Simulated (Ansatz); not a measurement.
This run works on a generated trial structure, not on a known crystal.

Input and command of a plane-wave DFT calculation in Ansatz:

```yaml
crystal:
  lattice:
    - [4.0668968862, 0.0, 0.0]
    - [0.0, 4.0668968862, 0.0]
    - [0.0, 0.0, 5.872868095]
  atoms:
    - { symbol: Li, position: [0.5, 0.5, 0.5] }
    - { symbol: Li, position: [0.0, 0.0, 0.0] }
    - { symbol: Li, position: [0.0, 0.0, 0.5] }
    - { symbol: Lu, position: [0.5, 0.5, 0.0] }
basis:
  ecutwfc: 420
kpoints:
  mp_grid: { grid: [12, 12, 8] }
hamiltonian:
  xc: pbe
scf:
  occupations: { method: gaussian, width: 0.1 }
output:
  forces: true
  stress: true
  eigenvalues: true
  write_density: true
  write_potential: true
  elf: true
  volumetric_format: npy
relax:
  adjacent_minimum: "off"
  f_tol: 0.01
  max_steps: 80
  cell: { stress_tol: 0.05 }
```

```bash
ansatz run input.yaml --threads 1 --pin off --max-ram 2560MiB --backend cpu --events-out ev --progress --plain --runs-dir out
```

Processor: Intel(R) Xeon(R) Processor @ 2.50GHz (Skylake/Cascade Lake), 1 thread, on a host shared with other jobs.

Question: How long does it run, and how much memory does it take?

Answer: About 2.2 min, peak memory 0.56 GiB. It solves 21 bands at 140 k points (after reduction by symmetry) with about 1907 plane waves (on the last cell), in 22 SCF iterations over 3 ionic steps.
